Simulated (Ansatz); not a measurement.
In plane-wave PAW r²SCAN (Ansatz code), InP in the NiAs type structure (P6_3/mmc) relaxes to a = 3.855 Å, c = 6.552 Å. P has 6 nearest neighbours from 2.76 Å (trigonal prismatic). Against the elements it lies at -0.038 eV/atom, with no fitted shifts.

Electronic character: metallic (no gap). Gap from r²SCAN with spin–orbit coupling: none (metallic).

The bulk modulus is 82.0 GPa. Bader charges are In +1.00, P -1.00 e.

The start of the workflow was typed in or built on a structure type; neither database checked (COD, Materials Project) lists it. It is not the phase usual at ambient conditions (space group No. 216). The r²SCAN relaxation kept the symmetry of its start; its stability against distortions is not shown here. The references are the lowest solids computed at this level, not always the standard phases. Scalar-relativistic: spin–orbit coupling is off unless named, which matters more the heavier the elements.

Potentials: the earlier of the program's two PAW sets.
